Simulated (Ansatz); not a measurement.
Space group Pm-3m (No. 221). a = 4.326 Å, b = 4.326 Å, c = 4.326 Å, α = 90.00°, β = 90.00°, γ = 90.00°
```csv
atom,site,symmetry,x,y,z
Hf,3d,4/mm.m,0.5000,0.0000,0.0000
Au,1b,m-3m,0.5000,0.5000,0.5000
```

Equation of state of this Hf$_{3}$Au structure (not necessarily the ground state), with shape and atoms relaxed at each volume where symmetry leaves them free. It has no gap at any of these volumes. Computed with DFT r2SCAN, scalar-relativistic, plane waves, PAW in Ansatz.

Cutoff 500 eV; k points 10×10×10 on the computed 4-atom cell (Γ-centred); Gaussian smearing, width 0.10 eV; no spin polarisation.

```tsv
V (Å³/atom)	E − E(largest V) (meV/atom)	P (GPa)
19.031	5.45	8.98
19.638	-19.01	4.16
20.245	-26.65	0.00
20.853	-19.67	-3.60
21.460	0.00	-6.71
```

Q: Fit a third-order Birch–Murnaghan equation to E(V).

A: V0 = 20.24 Å³/atom, B0 = 128 GPa, B0' = 3.7.

Spin-orbit coupling is left out, which matters for the bands of heavy elements.